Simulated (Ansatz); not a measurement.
Space group Pm-3m (No. 221). a = 4.160 Å, b = 4.160 Å, c = 4.160 Å, α = 90.00°, β = 90.00°, γ = 90.00°
```json
{"atom": "Zr", "site": "1a", "symmetry": "m-3m", "x": "0.0000", "y": "0.0000", "z": "0.0000"}
{"atom": "Pb", "site": "1b", "symmetry": "m-3m", "x": "0.5000", "y": "0.5000", "z": "0.5000"}
{"atom": "O", "site": "3d", "symmetry": "4/mm.m", "x": "0.5000", "y": "0.0000", "z": "0.0000"}
```

Equation of state of this ZrPbO₃ structure (not necessarily the ground state), with shape and atoms relaxed at each volume where symmetry leaves them free. Computed with DFT r2SCAN, scalar-relativistic, plane waves, PAW in Ansatz 0.2.0.

Plane waves to 500 eV, a k mesh through Γ of 6×6×6 on the computed 5-atom cell and Gaussian smearing (0.02 eV); no spin polarisation.

```
V (Å³/atom) E − E(largest V) (meV/atom) P (GPa) gap on mesh (eV)
     13.530                         5.93    12.06              2.91
     13.962                       -17.56     5.55              2.90
     14.394                       -24.86     0.00              2.85
     14.825                       -18.30    -4.73              2.75
     15.257                         0.00    -8.75              2.66
```

**Question.** Fit a third-order Birch–Murnaghan equation to E(V).

**Answer.** V0 = 14.39 Å³/atom, B0 = 170 GPa, B0' = 4.3.

Spin-orbit coupling is left out, which matters for the bands of heavy elements.

Symmetry holds off the tilts and polar distortions that many cubic perovskites undergo.